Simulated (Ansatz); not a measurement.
**HfW2: do energies and stresses tell the same story?**

Method: Ansatz, DFT PBEsol, scalar-relativistic, plane waves, PAW.

Settings: cutoff 420 eV, Γ-centred mesh 8×8×8 on the computed 6-atom cell, Gaussian smearing of 0.10 eV; no spin polarisation.

Relaxed cell: Fd-3m, a = 7.542 Å, b = 7.542 Å, c = 7.542 Å, α = 90.00°, β = 90.00°, γ = 90.00°, 6 atoms in the primitive cell. Whether it is the stable form of this composition wasn't checked.

Energies at zero smearing and pressures from the stress tensor, at volumes with shape and atoms relaxed:
| V (Å³/atom) | E − E(first) (meV/atom) | P (GPa) |
| --- | --- | --- |
| 16.801 | 0.00 | 16.20 |
| 17.337 | -39.22 | 7.50 |
| 17.873 | -51.46 | 0.00 |
| 18.409 | -40.37 | -6.50 |
| 18.945 | -9.00 | -12.14 |

Q: Check P = −dE/dV between neighbouring volumes, and get the bulk modulus from the pressures alone.

A: With 1 eV/Å³ = 160.2 GPa:
```csv
middle V (Å³/atom),−ΔE/ΔV (GPa),mean P (GPa)
17.069,11.719,11.848
17.605,3.659,3.749
18.141,-3.315,-3.251
18.677,-9.372,-9.319
```

The two differ by 0.13 GPa at most. The mean of two end pressures misses the average over a step by about ΔV² P″/12, up to 0.11 GPa here; with that taken off 0.02 GPa remains. Around V = 17.873 Å³/atom, the two neighbours give B = −V ΔP/ΔV = 17.873 × 14.00 / 1.072 = 233.3 GPa, against B0 = 232.2 GPa from the Birch–Murnaghan fit of the energies.

Spin–orbit coupling is left out, which can shift energies with elements as heavy as these.